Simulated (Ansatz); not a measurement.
Total density of states per atom from PBEsol in the plane-wave PAW code Ansatz, in 0.25 eV bins, energy from the valence-band maximum:

```
E (eV) | states/eV/atom
    -7.85 | ##### 0.21
    -7.60 | ## 0.08
    -7.35 | # 0.03
    -7.10 | #### 0.16
    -6.85 | ##### 0.23
    -6.60 | ###### 0.28
    -6.35 | ####### 0.30
    -6.10 | ##### 0.22
    -5.85 | ## 0.10
    -5.60 | ######### 0.38
    -5.35 | ############################## 1.32
    -5.10 | ###################### 0.97
    -4.85 |  0.00
    -4.60 |  0.00
    -4.35 |  0.00
    -4.10 |  0.00
    -3.85 |  0.00
    -3.60 |  0.00
    -3.35 |  0.00
    -3.10 | ################## 0.81
    -2.85 | ################### 0.82
    -2.60 | ##################### 0.91
    -2.35 | ###################### 0.98
    -2.10 | ################### 0.84
    -1.85 | ############################ 1.23
    -1.60 | ##################### 0.92
    -1.35 | ########## 0.42
    -1.10 | ################# 0.76
    -0.85 | ####################### 0.99
    -0.60 | ################## 0.80
    -0.35 | ##################### 0.92
    -0.10 | ###### 0.26
     0.15 |  0.00
     0.40 |  0.00
     0.65 |  0.00
     0.90 |  0.00
     1.15 |  0.00
     1.40 |  0.00
     1.65 |  0.00
     1.90 |  0.00
     2.15 |  0.00
     2.40 |  0.00
     2.65 |  0.00
     2.90 |  0.00
     3.15 |  0.00
     3.40 |  0.00
     3.65 |  0.00
     3.90 |  0.00
     4.15 |  0.00
     4.40 |  0.00
     4.65 |  0.00
     4.90 |  0.00
     5.15 |  0.00
     5.40 |  0.00
     5.65 |  0.01
     5.90 | # 0.02
     6.15 | # 0.04
     6.40 | # 0.05
     6.65 | # 0.06
     6.90 | ## 0.08
     7.15 | ## 0.09
     7.40 | ### 0.13
     7.65 | ### 0.14
     7.90 | #### 0.18
     8.15 | #### 0.20
     8.40 | ##### 0.21
     8.65 | #### 0.16
     8.90 | ############### 0.67
     9.15 | ################ 0.69
     9.40 | ############### 0.67
     9.65 | ######################## 1.03
     9.90 | ################## 0.77
    10.15 | ############ 0.55
    10.40 | ########### 0.47
```

Problem. Which of these materials gives this?
(A) SiBCN, P3m1 (B on 1b, Si on 1c, C on 1b, N on 1c)
(B) Co2Si, Pnma (Co on 4c, Co on 4c, Si on 4c)
(C) Nb2SiN, P6_3/mmc (Si on 2d, Nb on 4f, N on 2a)
(D) SiO2, P4_12_12 (Si on 4a, O on 8b)

Solution. D, SiO2, P4_12_12 (Si on 4a, O on 8b). Top 1 eV of the valence band: O 2p 97 %. Bottom 1 eV of the conduction band: Si 3s 40 %, O 2s 20 %, Si 3p 15 %, O 2p 5 %, outside the projected shells 20 %. Projections are on Löwdin-orthogonalised atomic valence shells; empty p or d shells of many metals are not among them.

Symmetry was held in the PBEsol relaxation.

Potentials: the earlier of the program's two PAW sets. The files were generated under PBE; for other functionals the program regenerates the frozen cores, and for LDA and PBEsol the local potential too.
